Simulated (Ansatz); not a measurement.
Consider the following.

TiAl₂:
```cif
data_Al4Ti2
_chemical_formula_sum 'Al4 Ti2'
_space_group_name_H-M_alt 'P 1'
_space_group_IT_number 1
_cell_length_a 6.34484
_cell_length_b 6.34484
_cell_length_c 3.99230
_cell_angle_alpha 90.000
_cell_angle_beta 90.000
_cell_angle_gamma 144.084
loop_
_space_group_symop_operation_xyz
  'x, y, z'
loop_
_atom_site_label
_atom_site_type_symbol
_atom_site_fract_x
_atom_site_fract_y
_atom_site_fract_z
_atom_site_occupancy
Al1 Al 0.00000 0.00000 0.00000 1
Al2 Al 0.82745 0.17255 0.50000 1
Al3 Al 0.17255 0.82745 0.50000 1
Ti1 Ti 0.65644 0.34356 0.00000 1
Ti2 Ti 0.34356 0.65644 0.00000 1
Al4 Al 0.50000 0.50000 0.50000 1
```

This is the r²SCAN-relaxed structure.

Problem. All from DFT-r²SCAN in the program Ansatz with PAW potentials, unless another level is named. Estimate the density of states at the Fermi level.

Solution. 0.35 states/eV per atom (mean over ±0.08 eV).

Problem. Next, the formation energy from the elements (no fitted shifts)?

Solution. -0.47 eV/atom.

Space group Cmmm. The workflow started from an entry of the Crystallography Open Database (COD). Its standing as an ambient phase is unchecked. Symmetry was held in the r²SCAN relaxation; its stability against distortions is not shown here. The run is not spin-polarised. The references are the lowest solids computed at this level, not always the standard phases.

Potentials: the later of the program's two PAW sets.
